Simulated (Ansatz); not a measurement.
Cu Kα1 powder pattern (kinematic, no thermal factors).
2θ (°) (relative intensity): 20.38 (1), 25.01 (100), 28.91 (12), 28.98 (22), 32.47 (1), 41.39 (67), 41.44 (35), 48.93 (18), 49.02 (35), 51.32 (11), 59.90 (5), 60.05 (11), 66.01 (15), 66.08 (7), 67.89 (6), 68.00 (5), 68.04 (5), 75.45 (10), 75.56 (23), 80.88 (4), 81.01 (4), 81.08 (9), 89.96 (7)

The pattern is computed from a structure relaxed with Ansatz 0.2.0, DFT PBE, scalar-relativistic, plane waves, PAW. No spin polarisation. Its elements are Hf, S, W.

**Question.** Give the structure.

**Answer.** HfWS$_{5}$.
Space group P4/mmm (No. 123). a = 4.354 Å, b = 4.354 Å, c = 6.172 Å, α = 90.00°, β = 90.00°, γ = 90.00°
```json
{"atom": "Hf", "site": "1c", "symmetry": "4/mmm", "x": "0.5000", "y": "0.5000", "z": "0.0000"}
{"atom": "W", "site": "1b", "symmetry": "4/mmm", "x": "0.0000", "y": "0.0000", "z": "0.5000"}
{"atom": "S", "site": "4i", "symmetry": "2mm.", "x": "0.0000", "y": "0.5000", "z": "0.2807"}
{"atom": "S", "site": "1a", "symmetry": "4/mmm", "x": "0.0000", "y": "0.0000", "z": "0.0000"}
```

A pattern alone doesn't exclude other cells with like lines; this is the one computed.

The structure comes from a generated guess; another structure or a mixture of phases may lie lower.
